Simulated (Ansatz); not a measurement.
Nb (hcp (Mg type), P6_3/mmc) at seven volumes, r²SCAN (plane waves, PAW; program Ansatz), shape and atoms relaxed at each. One row is withheld.

```json
[
 {"V (Å³/atom)": "16.891", "P (GPa)": "18.61"},
 {"V (Å³/atom)": "17.448", "P (GPa)": "11.52"},
 {"V (Å³/atom)": "18.005", "P (GPa)": "5.34"},
 {"V (Å³/atom)": "18.562", "P (GPa)": "0.00"},
 {"V (Å³/atom)": "19.118", "P (GPa)": "-4.63"},
 {"V (Å³/atom)": "19.675", "P (GPa)": "-8.66"},
 {"V (Å³/atom)": "20.232", "P (GPa)": "?"}
]
```

Task: Fit the shown pressures and predict the withheld one.

Result: P = (3/2)B₀(x^(7/2) − x^(5/2))[1 + (3/4)(B′ − 4)(x − 1)] with x = (V₀/V)^(2/3). Least squares on the six rows gives V₀ = 18.562 Å³/atom, B₀ = 166 GPa, B′ = 3.70. At V = 20.232, x = 0.9442 and P = -12.19 GPa. The run itself gave -12.17 GPa.

The start of the workflow was typed in or built on a structure type; the Crystallography Open Database copy checked does not list it. It is not the phase usual at ambient conditions (space group No. 229). Symmetry was held in the r²SCAN relaxation; its stability against distortions is not shown here. The run is not spin-polarised.

Potentials: the earlier of the program's two PAW sets.
